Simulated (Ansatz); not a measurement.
Property card for Li

Li:
```
Li
1.0
    3.09184     0.00000     0.00000
   -1.54592     2.67761     0.00000
    0.00000     0.00000     5.06256
Li
2
Cartesian
  0.00000   1.78507   1.26564
  1.54592   0.89254   3.79692
```

Space group P6_3/mmc (No. 194), hcp (Mg type); conventional cell a = b = 3.092 Å, c = 5.063 Å, α = β = 90.00°, γ = 120.00°.

Method: the program Ansatz at the r²SCAN level (PAW). Structure relaxed to zero pressure with the same functional. Other levels are named where they apply.

Cell and energy:

```yaml
volume_per_atom: 20.96 Å³
density: 0.55 g/cm³
```

Electronic structure:

```yaml
electronic_character: metallic (no gap)
Density of states at the Fermi level: 0.48 states/eV per atom (mean over ±0.08 eV)
```

Mechanics:

```yaml
Bulk modulus (Birch–Murnaghan fit): 13.0 GPa
Pressure derivative B′: 3.3
Elastic constants (relaxed ions, GPa): C11 = 20.5, C12 = 12.4, C13 = 6.0, C33 = 27.2, C44 = 4.8
mechanical_stability: stable (all eigenvalues of C positive)
hill_bulk_and_shear_moduli: 13.0 and 5.3 GPa
Young's modulus: 14.0 GPa
Poisson's ratio: 0.32
debye_temperature_from_the_elastic_constants: 375 K
```

Phonons:

```yaml
highest_zone_centre_frequency: 322 cm⁻¹
zone_centre_stability: no imaginary mode at Γ
```

The first step of the workflow began from a Materials Project structure, measured or hypothetical; the Crystallography Open Database files this formula in space group No. 194, but the cells were not matched. It is not the phase usual at ambient conditions (space group No. 229). The r²SCAN relaxation kept the symmetry of its start. As this level gives no gap, shear constants depend on the k-mesh and smearing (Fermi–Dirac, 0.1 eV here). As this level gives no gap, phonon frequencies hold no LO–TO term and depend on the k-mesh and smearing (Fermi–Dirac, 0.1 eV here). Axis ratios of metals converge slowly with the k-mesh, so a and c are less sure than the volume.

Potentials: the earlier of the program's two PAW sets.
